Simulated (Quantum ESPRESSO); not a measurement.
InOs2Cu4Ga, a guest atom moved from site to site

Simulated, not a measurement. The program is pw.x of Quantum ESPRESSO 7.5 (plane-wave density functional theory). The cell is made up: eight metal atoms on a hexagonal close-packed lattice, with elements, volume, strain and displacements drawn at random and not relaxed, so it may be unstable or far from any real phase. PseudoDojo standard norm-conserving files set the functional (PBE unless stated); there is no spin polarisation or spin-orbit coupling, the Fermi-Dirac width of 0.25 eV means electrons at about 2900 K, and the masses in the input are unused placeholders. The copper pseudopotential is less sure than most, with forces differing by about three percent and pressure by about two GPa from a second method on plain copper. Heavy elements are run without spin-orbit coupling, which real alloys of them have. A spin test at this wide smearing found no moment, but such smearing suppresses magnetism that the real alloy may have.

The runs move one In atom among sites that otherwise hold Cu. Cell, positions, cutoff, mesh and smearing stay as in the input of run 1; sites are counted in its order. Stress in the tables is positive in tension.

Input of run 1:

```
&control calculation='scf', pseudo_dir='./dojo.nc.sr.pbe.v0_5.standard.upf', outdir='./o', disk_io='minimal', tprnfor=.true., tstress=.true. /
&system ibrav=0, nat=8, ntyp=4, nbnd=77, ecutwfc=92.02030273, nosym=.true., tot_charge=0,
 occupations='smearing', smearing='fd', degauss=0.0183746611
/
&electrons conv_thr=1.470e-08, electron_maxstep=70, mixing_beta=0.5 /
ATOMIC_SPECIES
Cu 1.0 Cu.upf
Ga 1.0 Ga.upf
In 1.0 In.upf
Os 1.0 Os.upf
CELL_PARAMETERS angstrom
4.1064 -2.3951 -0.0024
-2.7129 0.038 -4.42
2.648 4.6353 -0.0006
ATOMIC_POSITIONS angstrom
In -0.0746 -0.0289 0.0416
Os 1.2964 2.337 0.0282
Cu -0.0214 1.5157 -2.2117
Os 1.3035 3.8686 -2.235
Cu 2.5696 -0.0182 -0.0265
Cu 3.9437 2.2836 0.0355
Ga 1.3157 -0.7366 -2.3099
Cu 2.6467 1.475 -2.2024
K_POINTS automatic
6 5 5 1 1 1
```

| run | elements on sites 1 to 8 | free energy less that of run 1 (eV) | -TS (eV) | pressure (GPa) | stress xx (GPa) | stress yy (GPa) | stress zz (GPa) | stress yz (GPa) | stress xz (GPa) | stress xy (GPa) | iterations |
| --- | --- | --- | --- | --- | --- | --- | --- | --- | --- | --- | --- |
| 1 | In Os Cu Os Cu Cu Ga Cu | 0.000 | -1.046 | 3.22 | -2.74 | -3.45 | -3.47 | -3.93 | -0.54 | -3.78 | 17 |
| 2 | Cu Os In Os Cu Cu Ga Cu | 0.036 | -1.070 | 3.17 | -4.57 | -4.37 | -0.57 | -2.49 | -0.99 | -2.29 | 17 |
| 3 | Cu Os Cu Os In Cu Ga Cu | -0.128 | -1.017 | 2.14 | -2.37 | -0.86 | -3.20 | -2.46 | -1.23 | -2.25 | 17 |
| 4 | Cu Os Cu Os Cu In Ga Cu | -0.444 | -0.974 | 2.04 | -3.46 | -1.54 | -1.11 | -2.49 | -0.02 | -2.19 | 16 |
| 5 | Cu Os Cu Os Cu Cu Ga In | -0.067 | -1.014 | 2.84 | -3.48 | -3.96 | -1.07 | -3.12 | 0.50 | -3.80 | 16 |

Forces Fx Fy Fz (eV/Å):

| site | run 1 | run 2 | run 3 | run 4 | run 5 |
| --- | --- | --- | --- | --- | --- |
| 1 | -0.10 0.76 -0.71 | -0.04 -0.07 0.09 | -0.41 -0.17 -0.33 | 0.34 0.67 -0.35 | 0.33 0.43 -0.82 |
| 2 | -0.53 -0.57 -0.80 | -0.21 0.62 -0.75 | -0.28 1.05 -0.89 | -0.84 -0.51 -0.85 | -0.60 -0.31 -0.97 |
| 3 | -0.01 0.75 -0.07 | -0.18 1.02 0.64 | 0.13 0.70 0.51 | -0.37 0.21 0.87 | -0.49 0.04 0.30 |
| 4 | -0.26 -0.73 1.14 | -0.37 -0.16 1.10 | -0.94 -0.63 2.07 | -0.14 0.31 1.63 | -0.11 0.40 1.12 |
| 5 | 0.75 0.44 -0.29 | 0.09 -0.05 -0.37 | 1.19 -0.13 -0.78 | 0.25 0.10 -0.25 | 0.27 -0.25 0.25 |
| 6 | 0.21 -0.64 -0.24 | 0.73 0.02 -0.80 | 0.48 -0.10 -0.20 | 0.84 -0.45 -0.60 | 0.41 0.14 -0.20 |
| 7 | 0.24 -0.03 0.32 | -0.38 -1.88 -0.05 | -0.17 -1.22 -0.02 | -0.10 -0.20 -0.53 | -0.43 -1.18 -0.08 |
| 8 | -0.31 0.02 0.66 | 0.35 0.51 0.15 | 0.01 0.50 -0.36 | 0.02 -0.14 0.08 | 0.61 0.74 0.40 |

The sites are displaced and not relaxed, so the energy differences hold strain from misfit and are not ordering energies. A rerun of one cell of this series at a higher cutoff and on a denser mesh moved values by no more than 0.003 eV in energy, 0.02 GPa in stress and 0.004 eV/Å in force, and a second program with other atomic files agreed on that cell to 2 % rms in force and 0.5 GPa in pressure.